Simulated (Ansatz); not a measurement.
# Ge (P6_3/mmc), phonons: input and output

Method: PBEsol, PAW on Ansatz 0.2.0's default frozen-core files (fitted under PBE), scalar-relativistic.

The cell comes from a PAW relaxation under the same functional.

The structure is one entry of a database and needn't be the stable phase.

Command:

```sh
ansatz run input.yaml --threads 1 --pin off --max-ram 3072MiB --backend cpu --events-out ev --progress --plain --runs-dir out
```

Input:

```yaml
crystal:
  lattice:
    - [4.00076330314, 0.0, 0.0]
    - [-2.00038165157, 3.46476265504, 0.0]
    - [0.0, 0.0, 6.58711172869]
  atoms:
    - { symbol: Ge, position: [0.666666666667, 0.333333333333, 0.062745899574] }
    - { symbol: Ge, position: [0.333333333333, 0.666666666667, 0.562745899574] }
    - { symbol: Ge, position: [0.666666666667, 0.333333333333, 0.437254100426] }
    - { symbol: Ge, position: [0.333333333333, 0.666666666667, 0.937254100426] }
kpoints:
  mp_grid: { grid: [8, 8, 4] }
scf:
  occupations: { method: fermi_dirac, width: 0.1 }
hamiltonian:
  xc: pbesol
  pseudopotentials: { kind: paw }
phonons:
  supercell: [1, 1, 1]
```

The program printed:

```
Warning: RAYON_NUM_THREADS=1 ignored (pool sized by the plan → 1); use --threads N
Engine: ansatz 0.2.0, aarch64-unknown-linux-gnu
Pseudopotentials: kind: paw
Pseudopotential: Ge, paw, valence charge 14, recommended cutoff 420 eV (normal), Ge.paw.azcp
Functional definition: PBEsol
  exchange = pbesol_x
  correlation = pbesol_c
Crystal: 4 atoms, lattice volume = 91.309 Å³
Basis set: ecut = 420 eV, 1787 PW (Γ), exchange–correlation on 54×54×90 points (8 copies of the dense FFT grid, shifted against one another)
Bands: 34, of which v1, the nominal top of the filled ones, is band 28 counted from 1 (27 counted from 0)
Symmetry: 24 space group operations
k-points: 30 of 256
Non-local potential: Ge, projectors of the file, l = 0: 2, l = 1: 2, l = 2: 3, l = 3: 1
PAW form: soft (Blöchl's): semilocal exchange-correlation on the pseudo side does not see the compensation charge
PAW frozen core: Ge, regenerated for the run's functional, and the local potential with it (the file was generated under x = pbe(κ = 0.804, μ = 0.2195149727645171), c = pbe(β = 0.06672455060314922))
PAW one-centre angular grid: Ge, 590 points (default); XC on 64 Gauss nodes
[... 48 lines left out ...]
Fermi energy:    8.378698 eV
--- Per-component energies (eV) ---
  E_band       = -610.446582
  E_kinetic    = 446.062824
  E_local      = -9926.848967  (includes V_loc(G=0)·N_el)
  E_nonlocal   = 1680.680843
  E_hartree    = 4350.982389
  E_xc         = -299.770578
  E_vxc        = -258.802545  (∫ρ·V_xc dr)
  E_paw        = -7916.637592  (= ΣΔE_a)
  E_vpaw       = -1253.504825  (= ΣTr[D̂ρ^β])
  E_aug_tail   = 0.001309  (compensation charges beyond the density's cutoff)
  E_ewald      = -5352.052622
  E_core_change = 3.671745  (= ΣΔE_core)
  E_smearing   = -0.008225  (= −TS)
  E_closure    = -0.000000  (closes the sum)
  Σ components = -17013.918872   (vs F -17013.918872, Δ=0.00e0)
--- Forces (eV/Å), atoms counted from 1 ---
  atom   1  Ge    -0.00000000     0.00000000     0.00030778
  atom   2  Ge    -0.00000000    -0.00000000     0.00030778
  atom   3  Ge    -0.00000000     0.00000000    -0.00030778
  atom   4  Ge    -0.00000000    -0.00000000    -0.00030778
  max |Σ_I F_I| component: 7.86e-17 eV/Å
--- Phonons: 2 displaced members + reference (amplitude 0.0025 Å, Σ member SCF iterations 15) ---
  symmetry images taken by strict's conditions (phonons.symmetry_images: auto; settled by no image being taken that strict refuses)
  ASR residual: 6.484e-5 → 0.000e0 eV/Å²; symmetrization residual: 8.882e-15 eV/Å²
  largest component of a force at the reference: 3.1e-4 eV/Å
  ASR residual per site (eV/Å²): 6.48e-5 6.48e-5 6.48e-5 6.48e-5
  Γ frequencies (cm⁻¹): 0.00 0.00 0.00 50.57 50.57 207.87 234.88 271.42 271.42 282.63 284.19 284.19
  density of states and harmonic sums: on the 18×18×10 q-mesh, interpolated from the force constants of a 1×1×1 supercell (no non-analytic term)
  largest difference from the sums on the solved wave vectors: F 3.60e-1 eV, S 6.19e-4 and C_V 2.58e-4 eV/K
```

Self-consistency was reached.

### Zone-centre phonons

Harmonic phonons of a crystal by Kohn-Sham DFT at the given cell, standard atomic masses, acoustic sum rule imposed; negative wavenumbers are unstable modes; optical zone-centre levels upwards with Mulliken labels, activity, and the element with most of the kinetic energy.

```json
{
 "Point group": "6/mmm"
}
```

| number | phonon wavenumber (cm⁻¹) | label | infrared | raman | lead element |
| --- | --- | --- | --- | --- | --- |
| 1 | 50.6 | E2u | no | no | Ge |
| 2 | 207.9 | B1g | no | no | Ge |
| 3 | 234.9 | B2u | no | no | Ge |
| 4 | 271.4 | E2g | no | yes | Ge |
| 5 | 282.6 | A1g | no | yes | Ge |
| 6 | 284.2 | E1g | no | yes | Ge |

Caveats: frozen-core PAW files fitted under PBE, their cores solved anew for the functional of the run; the gap is closed or tiny at this level, so small that the run used smearing; responses move with mesh and smearing; zone-boundary modes aren't tested; activity by symmetry alone, a metal screens infrared modes.

It took 45 s on 1 thread of Arm Neoverse V1, on a shared host, peak memory 0.45 GiB.
